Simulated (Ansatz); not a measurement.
Ge: relaxation of cell and atoms

Theory: DFT, PBE, all-electron LAPW, scalar-relativistic in Ansatz 0.2.0.

Command: `ansatz run input.yaml --threads 1 --pin off --max-ram 2048MiB --backend cpu --events-out ev --progress --plain --runs-dir out` The run took 33 s on 1 thread of Arm Neoverse V1 (shared host).

```yaml
crystal:
  lattice:
    - [0.0, 2.8661367691, 2.8661367691]
    - [2.8661367691, 0.0, 2.8661367691]
    - [2.8661367691, 2.8661367691, 0.0]
  atoms:
    - { symbol: Ge, position: [0.0, 0.0, 0.0] }
    - { symbol: Ge, position: [0.25, 0.25, 0.25] }
kpoints:
  mp_grid: { grid: [10, 10, 10] }
scf:
  occupations: { method: fermi_dirac, width: 0.05 }
hamiltonian:
  xc: pbe
  pseudopotentials: { kind: all_electron, lapw: { basis_error: 0.001 } }
output:
  forces: true
  stress: true
relax:
  f_tol: 0.005
  max_steps: 80
  cell: {}
```

The cell comes from COD entry 9011999, which wasn't checked; take it as a given geometry. The listed cell was then made from it by scaling, straining or moving an atom.

Each frame lists the cell vectors (Å), then Cartesian positions (Å); symmetry keeps all forces zero. Free energies count from the first step, -114232.6124 eV.

The walk took 4 evaluations in all; steps that aren't listed are left out.

Step 1: E = 0.0 meV, P = 0.93 GPa

```
cell 0.0000 2.8661 2.8661 2.8661 0.0000 2.8661 2.8661 2.8661 0.0000
Ge    0.0000    0.0000    0.0000
Ge    1.4331    1.4331    1.4331
```

**Question.** How does the relaxation end?

**Answer.** It converges, with a = 5.761 Å, b = 5.761 Å, c = 5.761 Å, α = 90.00°, β = 90.00°, γ = 90.00° (conventional cell, space group Fd-3m). The last solve (on a basis chosen afresh for the final cell, so its energy is not quite comparable) gives E = -2.1 meV, P = 0.01 GPa:
```
cell 0.0000 2.8807 2.8807 2.8807 0.0000 2.8807 2.8807 2.8807 0.0000
Ge    0.0000    0.0000    0.0000
Ge    1.4403    1.4403    1.4403
```
